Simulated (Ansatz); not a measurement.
Bi:
```
Bi
1.0
    2.26273     1.30639     3.88287
   -2.26273     1.30639     3.88287
    0.00000    -2.61278     3.88287
Bi
2
Direct
  0.23669   0.23669   0.23669
  0.76331   0.76331   0.76331
```

Relaxed with PBEsol. PBEsol in the plane-wave PAW code Ansatz gives no gap.

Q: What gap does HSE06 give on the same cell (Ansatz, PAW)?

A: It stays without a gap at the points solved. The hybrid was solved on a coarser mesh and at special points; its gap is the smallest among all of these. On such a mesh it can open a false gap in a semimetal.

| k | v1 PBEsol | c1 PBEsol | v1 HSE06 | c1 HSE06 |
|---|---|---|---|---|
| Γ | -1.21 | 2.77 | -1.19 | 3.41 |
| T | -0.50 | 0.57 | ___ | ___ |
| L | -0.25 | -0.23 | ___ | ___ |
| F | -2.96 | 2.43 | -3.13 | 3.00 |
| S0 | -2.51 | 3.11 | ___ | ___ |
| H0 | -0.27 | 0.71 | ___ | ___ |

Q: Top valence (v1) and lowest conduction level (c1) in eV from each method's valence maximum (which need not be a listed point): supply the withheld HSE06 values.

A: 
- S0, v1 HSE06: -2.57
- S0, c1 HSE06: 3.80
- T, v1 HSE06: -0.41
- T, c1 HSE06: 0.95
- H0, v1 HSE06: -0.13
- H0, c1 HSE06: 1.17
- L, v1 HSE06: 0.00
- L, c1 HSE06: 0.13

Cost on shared cores: the PBEsol run (SCF on a 11×11×11 mesh, then bands and DOS) very roughly 28 core-seconds, the HSE06 run (SCF on 6×6×6, then a few points) roughly 80 core-seconds; the tasks are unlike.

Space group R-3m (A7 (α-As type)). The PBEsol relaxation kept the symmetry of its start; of distortions, only those at the zone centre were tested. Scalar-relativistic: spin–orbit coupling is off unless named, which matters more the heavier the elements.

Potentials: the earlier of the program's two PAW sets.
